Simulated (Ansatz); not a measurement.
TePb:
Space group Fm-3m (No. 225); a = 6.569 Å, b = 6.569 Å, c = 6.569 Å, α = 90.00°, β = 90.00°, γ = 90.00°

```csv
atom,site,symmetry,x,y,z
Pb,4a,m-3m,0.0000,0.0000,0.0000
Te,4b,m-3m,0.5000,0.5000,0.5000
```
(The calculation used a cell of 2 atoms; values per cell refer to that cell.)

Relaxed with PBE. The program Ansatz at the PBE level (PAW) gives a gap of 0.83 eV.

Task: What gap does HSE06 give on the same cell (Ansatz, PAW)?

Result: 1.23 eV, 0.40 eV more. The hybrid was solved on a coarser mesh and at special points; its gap is the smallest among all of these.

```
k  v1 PBE  c1 PBE    v1 HSE06    c1 HSE06
-  ------  ------  ----------  ----------
Γ   -1.16    4.02  (withheld)  (withheld)
X   -2.52    3.51  (withheld)  (withheld)
L    0.00    0.83        0.00        1.23
W   -0.28    1.73  (withheld)  (withheld)
K   -1.88    3.53  (withheld)  (withheld)
```

Task: Top valence (v1) and lowest conduction level (c1) in eV from each method's valence maximum (which need not be a listed point): supply the withheld HSE06 values.

Result: 
- Γ, v1 HSE06: -1.37
- Γ, c1 HSE06: 4.69
- W, v1 HSE06: -0.38
- W, c1 HSE06: 2.17
- X, v1 HSE06: -2.87
- X, c1 HSE06: 3.93
- K, v1 HSE06: -2.10
- K, c1 HSE06: 4.10

Cost on shared cores: the PBE run (SCF on a 7×7×7 mesh, then bands and DOS) roughly 13 core-seconds, the HSE06 run (SCF on 6×6×6, then a few points) very roughly 2.3 core-minutes; the tasks are unlike.

The cell was relaxed with PBE under the symmetry of its start. Spin–orbit coupling is left out wherever it is not named.

Potentials: the later of the program's two PAW sets.
